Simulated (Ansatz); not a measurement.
LaAlH6:
Space group R-3m, hexagonal axes (No. 166); a = b = 6.5219 Å, c = 6.2976 Å, α = β = 90.00°, γ = 120.00°

```
atom  site  symmetry       x       y       z
----  ----  --------  ------  ------  ------
La      3b       -3m  0.0000  0.0000  0.5000
Al      3a       -3m  0.0000  0.0000  0.0000
H      18h        .m  0.1175  0.2350  0.1741
```
(The calculation used a cell of 8 atoms; values per cell refer to that cell.)

Relaxed with r²SCAN. r²SCAN in the plane-wave PAW code Ansatz gives a gap of 2.95 eV.

Problem. What gap does HSE06 give on the same cell (Ansatz, PAW)?

Solution. 3.36 eV, 0.41 eV more. The hybrid was solved on a coarser mesh and at special points; the gap given is the minimum over both.

| k | v1 r²SCAN | c1 r²SCAN | v1 HSE06 | c1 HSE06 |
|---|---|---|---|---|
| Γ | -1.71 | 2.95 | -1.88 | 3.36 |
| T | -1.39 | 3.73 | ? | ? |
| P0 | -1.35 | 3.74 | ? | ? |
| L | 0.00 | 3.71 | ? | ? |
| F | -0.63 | 3.02 | ? | ? |

Problem. Top valence (v1) and lowest conduction level (c1) in eV from each method's valence maximum (which need not be a listed point): supply the withheld HSE06 values.

Solution. 
- L, v1 HSE06: 0.00
- L, c1 HSE06: 4.17
- F, v1 HSE06: -0.72
- F, c1 HSE06: 3.45
- T, v1 HSE06: -1.60
- T, c1 HSE06: 5.16
- P0, v1 HSE06: -1.53
- P0, c1 HSE06: 4.92

Cost on shared cores: the r²SCAN run (SCF on a 7×7×7 mesh, then bands and DOS) about 40 core-seconds (a rough figure), the HSE06 run (SCF on 4×4×4, then a few points) very roughly 2.1 core-minutes; the tasks are unlike.

The workflow started from a Materials Project entry (that database holds measured and hypothetical structures alike); the Crystallography Open Database copy checked does not list it. Whether it is the stable phase at ambient conditions was not checked. Symmetry was held in the r²SCAN relaxation; its stability against distortions is not shown here. Scalar-relativistic: spin–orbit coupling is off unless named, which matters more the heavier the elements.

Potentials: the later of the program's two PAW sets.
